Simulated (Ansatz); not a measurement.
Input, command and steps of an Ansatz relaxation.

```yaml
crystal:
  lattice:
    - [3.7691252157, 0.0, 0.0]
    - [0.0, 2.1567111088, 3.7355265217]
    - [0.0, -2.1567111088, 3.7355265217]
  atoms:
    - { symbol: Ca, position: [0.0, 0.9999859182, 0.9999859182] }
    - { symbol: Cu, position: [0.5, 0.3333125172, 0.3333125172] }
    - { symbol: Ge, position: [0.5, 0.6666520646, 0.6666520646] }
basis:
  ecutwfc: 420
kpoints:
  mp_grid: { grid: [12, 12, 12] }
hamiltonian:
  xc: lda
scf:
  occupations: { method: gaussian, width: 0.1 }
output:
  forces: true
  stress: true
  eigenvalues: true
relax:
  adjacent_minimum: "off"
  f_tol: 0.005
  max_steps: 50
  cell: { stress_tol: 0.05 }
```

```bash
ansatz run input.yaml --threads 1 --pin off --max-ram 2560MiB --backend cpu --events-out ev --progress --plain --runs-dir out
```

Method: Ansatz 0.2.0, DFT LDA, scalar-relativistic, plane waves, PAW.

Of 6 frames 6 are shown, positions in Å and forces in eV/Å; the SCF threshold varies from step to step. Steps run on the plane waves of an earlier cell, with a Pulay correction in the pressure. The basis is chosen afresh for the last frame, the zero of the energies, and at times for earlier ones too; energy and pressure step there, also at an unchanged geometry.

```xyz
3
Lattice="3.7691 0.0000 0.0000 0.0000 2.1567 3.7355 0.0000 -2.1567 3.7355" Properties=species:S:1:pos:R:3:forces:R:3 pbc="T T T" step=1 free_energy_over_end_meV_per_atom=35.65 pressure_GPa=-5.84
Ca    0.0000    0.0000    7.4709    0.0000    0.0000    0.0000
Cu    1.8846    0.0000    2.4902    0.0000    0.0000    0.0000
Ge    1.8846    0.0000    4.9806    0.0000    0.0000    0.0000
3
Lattice="3.5924 0.0000 0.0000 0.0000 2.1042 3.6445 0.0000 -2.1042 3.6445" Properties=species:S:1:pos:R:3:forces:R:3 pbc="T T T" step=2 free_energy_over_end_meV_per_atom=-0.30 pressure_GPa=-0.09
Ca    0.0000    0.0000    7.2889    0.0000    0.0000    0.0000
Cu    1.7962    0.0000    2.4296    0.0000    0.0000    0.0000
Ge    1.7962    0.0000    4.8592    0.0000    0.0000    0.0000
3
Lattice="3.5839 0.0000 0.0000 0.0000 2.1041 3.6445 0.0000 -2.1041 3.6445" Properties=species:S:1:pos:R:3:forces:R:3 pbc="T T T" step=3 free_energy_over_end_meV_per_atom=-0.33 pressure_GPa=0.04
Ca    0.0000    0.0000    7.2888    0.0000    0.0000    0.0000
Cu    1.7919    0.0000    2.4295    0.0000    0.0000    0.0000
Ge    1.7919    0.0000    4.8592    0.0000    0.0000    0.0000
3
Lattice="3.5763 0.0000 0.0000 0.0000 2.1053 3.6466 0.0000 -2.1053 3.6466" Properties=species:S:1:pos:R:3:forces:R:3 pbc="T T T" step=4 free_energy_over_end_meV_per_atom=-0.35 pressure_GPa=0.05
Ca    0.0000    0.0000    7.2930    0.0000    0.0000    0.0000
Cu    1.7882    0.0000    2.4309    0.0000    0.0000    0.0000
Ge    1.7882    0.0000    4.8620    0.0000    0.0000    0.0000
3
Lattice="3.5725 0.0000 0.0000 0.0000 2.1065 3.6486 0.0000 -2.1065 3.6486" Properties=species:S:1:pos:R:3:forces:R:3 pbc="T T T" step=5 free_energy_over_end_meV_per_atom=-0.36 pressure_GPa=0.00
Ca    0.0000    0.0000    7.2971    0.0000    0.0000    0.0000
Cu    1.7862    0.0000    2.4323    0.0000    0.0000    0.0000
Ge    1.7862    0.0000    4.8647    0.0000    0.0000    0.0000
3
Lattice="3.5725 0.0000 0.0000 0.0000 2.1065 3.6486 0.0000 -2.1065 3.6486" Properties=species:S:1:pos:R:3:forces:R:3 pbc="T T T" step=6 free_energy_over_end_meV_per_atom=0.00 pressure_GPa=0.00
Ca    0.0000    0.0000    7.2971    0.0000    0.0000    0.0000
Cu    1.7862    0.0000    2.4323    0.0000    0.0000    0.0000
Ge    1.7862    0.0000    4.8647    0.0000    0.0000    0.0000
```

The run took 2.6 min on 1 thread of Arm Neoverse V1 (shared host), peak memory 0.5 GiB.